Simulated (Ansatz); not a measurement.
Task: Each is relaxed and computed with PBEsol in the plane-wave PAW code Ansatz. Which is the only metal?
(A) Y3Ge4, Cmcm (Pearson symbol oS28)
(B) Ge3N4, Fd-3m (Ge on 16c, Ge on 8b, N on 32e)
(C) Ag2S, Cmcm (Ag on 4b, Ag on 4c, S on 4c)
(D) ZnCu2GeS4, I-4 (Pearson symbol tI16)

Result: A, Y3Ge4, Cmcm (Pearson symbol oS28). Y3Ge4: metal; ZnCu2GeS4: gap 0.60 eV (direct); Ge3N4: gap 2.12 eV; Ag2S: gap 0.95 eV (direct). Standing as an ambient phase not checked: Y3Ge4, Cmcm (Pearson symbol oS28); Ag2S, Cmcm (Ag on 4b, Ag on 4c, S on 4c). All cells were relaxed under the symmetry of their starts (and spin orders); stability against distortions was not tested throughout. Rows with no word on spin ran without spin polarisation. Scalar-relativistic: spin–orbit coupling is off unless named, which matters more the heavier the elements.

Potentials: the later of the program's two PAW sets.
